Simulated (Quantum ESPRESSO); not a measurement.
## Ag6HfSc (input and log of a self-consistent run)

Computed values, not a measurement. The program is pw.x of Quantum ESPRESSO 7.5 (plane-wave density functional theory). The cell is made up: eight metal atoms on a hexagonal close-packed lattice, with elements, volume, strain and displacements drawn at random and not relaxed, so it may be unstable or far from any real phase. PseudoDojo standard norm-conserving files set the functional (PBE unless stated); there is no spin polarisation or spin-orbit coupling, the Fermi-Dirac width of 0.25 eV means electrons at about 2900 K, and the masses in the input are unused placeholders. Heavy elements are run without spin-orbit coupling, which real alloys of them have. A spin test at this wide smearing found no moment, but such smearing suppresses magnetism that the real alloy may have.

Input:

```
&control calculation='scf', pseudo_dir='./dojo.nc.sr.pbe.v0_5.standard.upf', outdir='./o', disk_io='minimal', tprnfor=.true., tstress=.true. /
&system ibrav=0, nat=8, ntyp=3, nbnd=79, ecutwfc=82.02448710, nosym=.true., tot_charge=0,
 occupations='smearing', smearing='fd', degauss=0.0183746611
/
&electrons conv_thr=1.470e-08, electron_maxstep=70, mixing_beta=0.5 /
ATOMIC_SPECIES
Ag 1.0 Ag.upf
Hf 1.0 Hf.upf
Sc 1.0 Sc.upf
CELL_PARAMETERS angstrom
4.3525 -2.4795 -0.0455
-2.8839 -0.0566 -4.9322
2.9563 5.0536 0.0154
ATOMIC_POSITIONS angstrom
Ag -0.0153 0.0155 0.0074
Ag 1.478 2.4917 0.0037
Ag 0.0787 1.5888 -2.455
Hf 1.3121 4.1682 -2.5089
Sc 2.8755 0.0907 -0.0297
Ag 4.5163 2.5912 0.0394
Ag 1.4233 -0.7499 -2.5016
Ag 3.0103 1.6778 -2.4117
K_POINTS automatic
5 5 4 1 1 1
```

The log is shortened where brackets say so; the opening notice, blank lines, dates and the lines on written files are dropped, and the path of the files is cut. It prints rydbergs, bohrs and kilobars, and counts compression as positive stress. Its total energy is the free energy E - TS of the whole cell.

```
     Program PWSCF v.7.5
     Parallel version (MPI & OpenMP), running on       4 processor cores
     Number of MPI processes:                 4
     Threads/MPI process:                     1
     [start-up lines left out]
     bravais-lattice index     =            0
     lattice parameter (alat)  =       9.4664  a.u.
     unit-cell volume          =     979.7434 (a.u.)^3
     number of atoms/cell      =            8
     number of atomic types    =            3
     number of electrons       =       137.00
     number of Kohn-Sham states=           79
     kinetic-energy cutoff     =      82.0245  Ry
     charge density cutoff     =     328.0979  Ry
     scf convergence threshold =      1.5E-08
     mixing beta               =       0.5000
     number of iterations used =            8  plain     mixing
     Exchange-correlation= PBE
                           (   1   4   3   4   0   0   0)
     [axes and pseudopotential details left out]
   Cartesian axes
     site n.     atom                  positions (alat units)
         1        Ag     tau(   1) = (  -0.0030542   0.0030942   0.0014772  )
         2        Ag     tau(   2) = (   0.2950444   0.4974033   0.0007386  )
         3        Ag     tau(   3) = (   0.0157104   0.3171627  -0.4900771  )
         4        Hf     tau(   4) = (   0.2619267   0.8320731  -0.5008368  )
         5        Sc     tau(   5) = (   0.5740190   0.0181059  -0.0059288  )
         6        Ag     tau(   6) = (   0.9015622   0.5172659   0.0078652  )
         7        Ag     tau(   7) = (   0.2841249  -0.1496981  -0.4993796  )
         8        Ag     tau(   8) = (   0.6009284   0.3349293  -0.4814334  )
     number of k points=    50  Fermi-Dirac smearing, width (Ry)=  0.0184
                       cart. coord. in units 2pi/alat
        k(    1) = (   0.1380727   0.0436932  -0.1827993), wk =   0.0400000
        k(    2) = (   0.2435417   0.2300037  -0.2466059), wk =   0.0400000
     [further k points left out]
     Dense  grid:    98313 G-vectors     FFT dimensions: (  60,  64,  64)
     Estimated max dynamical RAM per process >     371.88 MB
     Estimated total dynamical RAM >       1.38 GB
     Initial potential from superposition of free atoms
     starting charge     136.9927, renormalised to     137.0000
     Starting wfcs are   80 randomized atomic wfcs
     total cpu time spent up to now is        5.2 secs
     per-process dynamical memory:   286.7 Mb
     Self-consistent Calculation
     iteration #  1     ecut=    82.02 Ry     beta= 0.50
     Davidson diagonalization with overlap
     ethr =  1.00E-02,  avg # of iterations =  4.9
     total cpu time spent up to now is       17.4 secs
     total energy              =   -2069.21599183 Ry
     estimated scf accuracy    <       1.40760584 Ry
     iteration #  2     ecut=    82.02 Ry     beta= 0.50
     Davidson diagonalization with overlap
     ethr =  1.03E-03,  avg # of iterations =  3.6
     total cpu time spent up to now is       29.6 secs
     total energy              =   -2069.69161522 Ry
     estimated scf accuracy    <       1.66024743 Ry
     iteration #  3     ecut=    82.02 Ry     beta= 0.50
     Davidson diagonalization with overlap
     ethr =  1.03E-03,  avg # of iterations =  3.5
     total cpu time spent up to now is       40.1 secs
     total energy              =   -2069.85093129 Ry
     estimated scf accuracy    <       0.08076114 Ry
     iteration #  4     ecut=    82.02 Ry     beta= 0.50
     Davidson diagonalization with overlap
     ethr =  5.89E-05,  avg # of iterations =  7.0
     total cpu time spent up to now is       55.1 secs
     total energy              =   -2069.87507559 Ry
     estimated scf accuracy    <       0.01730765 Ry
     iteration #  5     ecut=    82.02 Ry     beta= 0.50
     Davidson diagonalization with overlap
     ethr =  1.26E-05,  avg # of iterations =  2.2
     total cpu time spent up to now is       65.1 secs
     total energy              =   -2069.87687177 Ry
     estimated scf accuracy    <       0.00404458 Ry
     [iterations 6 to 7 left out]
     iteration #  8     ecut=    82.02 Ry     beta= 0.50
     Davidson diagonalization with overlap
     ethr =  7.36E-07,  avg # of iterations =  2.2
     total cpu time spent up to now is       94.3 secs
     total energy              =   -2069.87763953 Ry
     estimated scf accuracy    <       0.00003359 Ry
     iteration #  9     ecut=    82.02 Ry     beta= 0.50
     Davidson diagonalization with overlap
     ethr =  2.45E-08,  avg # of iterations =  2.6
     total cpu time spent up to now is      103.0 secs
     total energy              =   -2069.87764511 Ry
     estimated scf accuracy    <       0.00000385 Ry
     iteration # 10     ecut=    82.02 Ry     beta= 0.50
     Davidson diagonalization with overlap
     ethr =  2.81E-09,  avg # of iterations =  4.2
     total cpu time spent up to now is      113.0 secs
     total energy              =   -2069.87764582 Ry
     estimated scf accuracy    <       0.00000033 Ry
     iteration # 11     ecut=    82.02 Ry     beta= 0.50
     Davidson diagonalization with overlap
     ethr =  2.40E-10,  avg # of iterations =  3.5
     total cpu time spent up to now is      123.4 secs
     total energy              =   -2069.87764586 Ry
     estimated scf accuracy    <       0.00000012 Ry
     iteration # 12     ecut=    82.02 Ry     beta= 0.50
     Davidson diagonalization with overlap
     ethr =  8.95E-11,  avg # of iterations =  2.2
     total cpu time spent up to now is      131.9 secs
     End of self-consistent calculation
     [lines on levels left out]
!    total energy              =   -2069.87764588 Ry
     estimated scf accuracy    <          5.5E-09 Ry
     smearing contrib. (-TS)   =      -0.07089049 Ry
     internal energy E=F+TS    =   -2069.80675538 Ry
     The total energy is F=E-TS. E is the sum of the following terms:
     one-electron contribution =    -859.07566438 Ry
     hartree contribution      =     497.67310142 Ry
     xc contribution           =    -322.57270033 Ry
     ewald contribution        =   -1385.83149209 Ry
     convergence has been achieved in  12 iterations
     Forces acting on atoms (cartesian axes, Ry/au):
     atom    1 type  1   force =    -0.00235239   -0.00033903   -0.00753880
     atom    2 type  1   force =     0.00395895    0.01736907    0.00647270
     atom    3 type  1   force =    -0.01785263    0.01107666    0.00276627
     atom    4 type  2   force =     0.04764466   -0.00349167    0.03117181
     atom    5 type  3   force =     0.02525225   -0.00352508   -0.01256894
     atom    6 type  1   force =    -0.02500406   -0.00326984   -0.00643892
     atom    7 type  1   force =     0.00514906   -0.02636207   -0.00294652
     atom    8 type  1   force =    -0.03679584    0.00854197   -0.01091760
     Total force =     0.088805     Total SCF correction =     0.000138
     Computing stress (Cartesian axis) and pressure
          total   stress  (Ry/bohr**3)                   (kbar)     P=       48.48
   0.00043576  -0.00002640  -0.00003424           64.10       -3.88       -5.04
  -0.00002640   0.00039601  -0.00004337           -3.88       58.25       -6.38
  -0.00003424  -0.00004337   0.00015689           -5.04       -6.38       23.08
     init_run     :      4.93s CPU      5.10s WALL (       1 calls)
     electrons    :    124.71s CPU    126.65s WALL (       1 calls)
     forces       :      1.43s CPU      1.43s WALL (       1 calls)
     stress       :      4.88s CPU      4.88s WALL (       1 calls)
     [timing details left out]
     PWSCF        :   2m16.07s CPU   2m18.20s WALL
     JOB DONE.
```

In other units: free energy -28162.120 eV for the cell, pressure 4.85 GPa, largest force component 1.225 eV/Å in size. The run took 140 s of wall time with four MPI processes on a shared machine (AMD EPYC, Zen 5, virtual cores), so the time is rough. A rerun of this cell at a higher cutoff and on a denser mesh moved values by no more than 0.007 eV in energy, 0.19 GPa in stress and 0.006 eV/Å in force, and a second program with other atomic files agreed on that cell to 2 % rms in force and 0.5 GPa in pressure.